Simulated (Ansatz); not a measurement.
The start is a relaxed Ru cell displaced along its unstable phonon at q = (½, ½, 0) of its primitive reciprocal cell (74i cm⁻¹), largest move 0.15 Å. The structure is fully relaxed (lattice and positions, P = 0) with PBE (plane waves to 420 eV, PAW, scalar-relativistic; Ansatz, a program for electronic structure). The first steps use a coarse 13×13×13 k-mesh.

Starting cell:
```yaml
crystal:
  lattice:
    - [5.02258, 0.00000, 0.00000]
    - [2.51129, 2.51129, 0.00000]
    - [0.00000, 0.00000, 2.51129]
  atoms:
    - { symbol: Ru, position: [0.00000, 0.00000, 0.05973] }
    - { symbol: Ru, position: [0.50000, 0.00000, 0.94027] }
```

Q: How does the volume per atom move from start to end?

A: -10.0 %, from 15.84 to 14.26 Å³/atom.

Q: Does it find its way back to the structure it was made from?

A: It does not go back: it reaches I4/mmm (No. 139), AFLOW prototype A_tI2_139_a (A_a), 0.58 eV/atom below the parent.

Q: What band gap does the relaxed structure have at this level?

A: Zero (metallic).

Q: Write out the relaxed structure.

A: 
```cif
data_Ru2
_chemical_formula_sum 'Ru2'
_space_group_name_H-M_alt 'I4/mmm'
_space_group_IT_number 139
_space_group_name_Hall '-I 4 2'
_cell_length_a 3.22778
_cell_length_b 3.22778
_cell_length_c 2.73652
_cell_angle_alpha 90.000
_cell_angle_beta 90.000
_cell_angle_gamma 90.000
loop_
_atom_site_label
_atom_site_type_symbol
_atom_site_symmetry_multiplicity
_atom_site_Wyckoff_symbol
_atom_site_fract_x
_atom_site_fract_y
_atom_site_fract_z
_atom_site_occupancy
Ru1 Ru 2 b 0.00000 0.00000 0.50000 1
```
(The calculation used a cell of 1 atom; values per cell refer to that cell.)

Final values are on a 22×22×22 k-mesh of the relaxed cell. No spin polarisation in the result. A magnetic state may lie lower.

The run could not lose the symmetry of its start: the end is stationary, and may be a saddle point rather than a minimum.

The relaxed structure here is a generated cell of Ru: the first start was made by placing the elements on the sites of a structure type, and the end was not matched to a known phase here, so it may be hypothetical. Known forms of Ru include space group No. 194.
